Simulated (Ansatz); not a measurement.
Polymorphs of BeSe, each relaxed with HSE06 in the plane-wave PAW code Ansatz:

A: rock salt (Fm-3m)
a = b = c = 4.8910 Å, α = β = γ = 90.00°

```csv
atom,site,symmetry,x,y,z
Se,4a,m-3m,0.0000,0.0000,0.0000
Be,4b,m-3m,0.5000,0.5000,0.5000
```

B: zinc blende (F-43m)
a = b = c = 5.1468 Å, α = β = γ = 90.00°

```json
[
 {"atom": "Be", "site": "4d", "symmetry": "-43m", "x": "0.7500", "y": "0.7500", "z": "0.7500"},
 {"atom": "Se", "site": "4b", "symmetry": "-43m", "x": "0.5000", "y": "0.5000", "z": "0.5000"}
]
```

Task: Put the candidates in order of energy per atom at 0 K, lowest first, for HSE06.

Result: B (+0 meV/atom), A (+601 meV/atom)

Task: Give each one's gap.

Result: A 0.58 eV; B 3.47 eV.

Constructed cells (a structure type filled with these elements, in neither database checked): A. All cells were relaxed under the symmetry of their starts (and spin orders); stability against distortions was not tested throughout. Spin–orbit coupling is left out wherever it is not named.

Potentials: the later of the program's two PAW sets.
